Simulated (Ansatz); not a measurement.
Li (bcc, W type)

```cif
data_Li2
_chemical_formula_sum 'Li2'
_space_group_name_H-M_alt 'Im-3m'
_space_group_IT_number 229
_space_group_name_Hall '-I 4 2 3'
_cell_length_a 3.47628
_cell_length_b 3.47628
_cell_length_c 3.47628
_cell_angle_alpha 90.000
_cell_angle_beta 90.000
_cell_angle_gamma 90.000
loop_
_atom_site_label
_atom_site_type_symbol
_atom_site_symmetry_multiplicity
_atom_site_Wyckoff_symbol
_atom_site_fract_x
_atom_site_fract_y
_atom_site_fract_z
_atom_site_occupancy
Li1 Li 2 a 0.00000 0.00000 0.00000 1
```
(The calculation used a cell of 1 atom; values per cell refer to that cell.)

Equation-of-state scan: isotropic scaling of the cell above, V₀ being its volume. Symmetry pins the atoms to their sites.

The numbers are results of r2SCAN (plane waves to 500 eV, PAW, scalar-relativistic; Ansatz, a quantum-chemistry and plane-wave program), not measurements. k mesh 19×19×19 (Γ-centred), Fermi-Dirac smearing 0.05 eV. The energy includes the smearing's −TS. Li was relaxed with its symmetry unable to fall. The PAW data are Ansatz's earlier set. The zero of ΔE is the relaxed starting cell. The last digit holds for this mesh only.

| V (Å³/atom) | ΔE (meV/atom) |
|---|---|
| 17.644 | 28.1 |
| 18.316 | 17.1 |
| 18.988 | 9.1 |
| 19.660 | 3.9 |
| 20.333 | 0.9 |
| 21.005 | 0.0 |
| 21.677 | 0.8 |
| 22.349 | 3.2 |
| 23.021 | 6.9 |
| 23.693 | 11.8 |
| 24.365 | 17.6 |

**Question.** What is the fitted pressure derivative B₀′?

**Answer.** 3.4.

**Question.** What bulk modulus B₀ follows from a third-order Birch-Murnaghan fit?

**Answer.** 13.1 GPa.

(A scan under strain: stresses follow from slopes of the energy per volume, elastic moduli from its curvatures.)
